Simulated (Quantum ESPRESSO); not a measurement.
## One change at a time to GaHf2Ta2Zr3

Calculated results; nothing here was measured. They come from Quantum ESPRESSO 7.5, a public plane-wave density functional program. Each row is one single-point run on a made-up periodic cell of eight metal atoms, with elements, volume, strain and displacements drawn at random and not relaxed, so a cell may be unstable or far from any real phase. There is no spin polarisation or spin-orbit coupling.

Settings: PBE unless stated; PseudoDojo standard norm-conserving files; Fermi-Dirac width 0.25 eV, which means electrons at about 2900 K; cutoff 1088 eV; 7 x 5 x 3 k mesh shifted half a step off Gamma. E is the free energy of the whole cell (internal energy minus TS), so a -TS column is already part of it. Stress is positive in tension, and the pressure P is minus a third of its trace.

Checks: one run of this series was repeated at a higher cutoff and on a denser mesh, which moved values by no more than 0.006 eV, 0.02 GPa and 0.009 eV/Å, and a second program with other atomic files agreed on it to 2 % rms in force and 0.5 GPa in pressure. Known limits: heavy elements are run without spin-orbit coupling, which real alloys of them have; a spin test at this wide smearing found no moment, but such smearing suppresses magnetism that the real alloy may have.

The lattice is face-centred cubic, and the cell vectors in Å are (0.037, 2.191, 2.257); (-4.418, 2.171, -2.310); (-4.307, -6.548, 6.671), a volume of 172.73 Å³ in run 1. The elements on sites 1 to 8 are Ga Ta Zr Hf Ta Zr Hf Zr. Each later run makes one change to run 1 and keeps the rest. E is counted from run 1, and is n/a where other atomic files have another zero of energy.

| run | change | V (Å³) | P (GPa) | -TS (eV) | rms force (eV/Å) | largest change of a force component (eV/Å) | E (eV) |
|---|---|---|---|---|---|---|---|
| 1 | none | 172.73 | -2.90 | -2.062 | 0.386 | 0.000 | 0.000 |
| 2 | sites 1 and 7 exchanged | 172.73 | -2.84 | -2.059 | 0.207 | 0.819 | 0.210 |
| 3 | all lengths scaled by -1.32 % | 165.98 | 1.49 | -1.987 | 0.419 | 0.131 | ? |
| 4 | LDA in place of PBE | 172.73 | -10.95 | -2.092 | 0.357 | 0.088 | n/a |
| 5 | Os on site 4 | 172.73 | -10.88 | -2.016 | 0.408 | 1.125 | n/a |
| 6 | site 8 moved by -0.23 Å along y | 172.73 | -2.87 | -2.064 | 0.382 | 0.950 | -0.003 |

## Worked estimate

Along a uniform scaling dE = -P dV. The mean of the two pressures is -0.705 GPa and the volume changes by -6.75 Å³, with 160.2 GPa to one eV/Å³. The same two rows give -V dP/dV = 110 GPa for this cell with clamped atoms, which is not the bulk modulus of a real alloy.

## Withheld value

Question: what E should run 3 give?

The estimate is -0.030 eV. The calculation gave -0.032 eV.
